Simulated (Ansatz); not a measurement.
Data:

AlBRu3:
```yaml
crystal:
  lattice:
    - [4.05073, 0.00000, 0.00000]
    - [0.00000, 4.05073, 0.00000]
    - [0.00000, 0.00000, 4.05073]
  atoms:
    - { symbol: Al, position: [0.00000, 0.00000, 0.00000] }
    - { symbol: Ru, position: [0.00000, 0.50000, 0.50000] }
    - { symbol: Ru, position: [0.50000, 0.00000, 0.50000] }
    - { symbol: Ru, position: [0.50000, 0.50000, 0.00000] }
    - { symbol: B, position: [0.50000, 0.50000, 0.50000] }
```

This is the PBE-relaxed structure.

### Question
All from DFT-PBE in the program Ansatz with PAW potentials, unless another level is named. Give the electronic character.

### Answer
metallic (no gap).

### Question
And the density of states at the Fermi level?

### Answer
1.5 states/eV per atom (mean over ±0.08 eV).

### Question
Next, the formation energy from the elements (no fitted shifts)?

### Answer
-10 kJ/mol of atoms.

### Question
And the gap with spin–orbit coupling?

### Answer
none (metallic).

Space group Pm-3m (cubic perovskite). The start of the workflow was typed in or built on a structure type; neither database checked (COD, Materials Project) lists it. Whether it is the stable phase at ambient conditions was not checked. Symmetry was held in the PBE relaxation; whether a distortion lowers the energy is not shown. No spin polarisation was allowed. The references are the lowest solids computed at this level, not always the standard phases. Spin–orbit coupling is left out wherever it is not named.

Potentials: the later of the program's two PAW sets.
